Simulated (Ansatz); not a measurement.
In2Rh3S2 in space group R-3m (No. 166; In on 3a, In on 3b, Rh on 9d, S on 6c), the program Ansatz at the r²SCAN level (PAW), all energies at zero smearing, with the estimated change up to a 700 eV cutoff added, with one set of potentials and settings (totals compare only within such a set). Cell of 7 atoms (2 In, 3 Rh, 2 S): -32285.445 eV.

```
element              reference phase  E (eV/atom)
-------  ---------------------------  -----------
In       I4/mmm, 1 atoms in the cell   -5611.8204
Rh        Fm-3m, 1 atoms in the cell   -6415.2735
S         P2/c, 32 atoms in the cell    -905.8156
```

Formation energy per atom, worked out: (-32285.445 − 2×(-5611.8204) − 3×(-6415.2735) − 2×(-905.8156))/7 = -0.622 eV/atom (-60 kJ per mol of atoms), at 0 K, without zero-point energy or fitted corrections.

The workflow started from a Materials Project entry (that database holds measured and hypothetical structures alike); the Crystallography Open Database copy checked does not list it. Its standing as an ambient phase is unchecked. The cell was relaxed with r²SCAN under the symmetry of its start; whether a distortion lowers the energy is not shown. No spin polarisation was allowed. The references are the lowest solids computed at this level, not always the standard phases.

Potentials: the later of the program's two PAW sets.
